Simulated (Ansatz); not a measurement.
PbS in space group Pnma (No. 62; Pb on 4c, S on 4c), r²SCAN+D4 (plane waves, PAW; program Ansatz), all energies at zero smearing, with the estimated change up to a 700 eV cutoff added, with one set of potentials and settings (totals compare only within such a set). Cell of 8 atoms (4 Pb, 4 S): -51312.969 eV.

```tsv
element	reference phase	E (eV/atom)
Pb	Fm-3m, 1 atoms in the cell	-11920.9940
S	P2/c, 32 atoms in the cell	-905.9104
```

Formation energy per atom, worked out: (-51312.969 − 4×(-11920.9940) − 4×(-905.9104))/8 = -0.669 eV/atom (-65 kJ per mol of atoms), at 0 K, without zero-point energy or fitted corrections.

The workflow started from a Materials Project entry (that database holds measured and hypothetical structures alike); the Crystallography Open Database copy checked does not list it. It is not the phase usual at ambient conditions (space group No. 225). The r²SCAN+D4 relaxation kept the symmetry of its start; its stability against distortions is not shown here. The references are the lowest solids computed at this level, not always the standard phases. Scalar-relativistic: spin–orbit coupling is off unless named, which matters more the heavier the elements.

Potentials: the later of the program's two PAW sets.
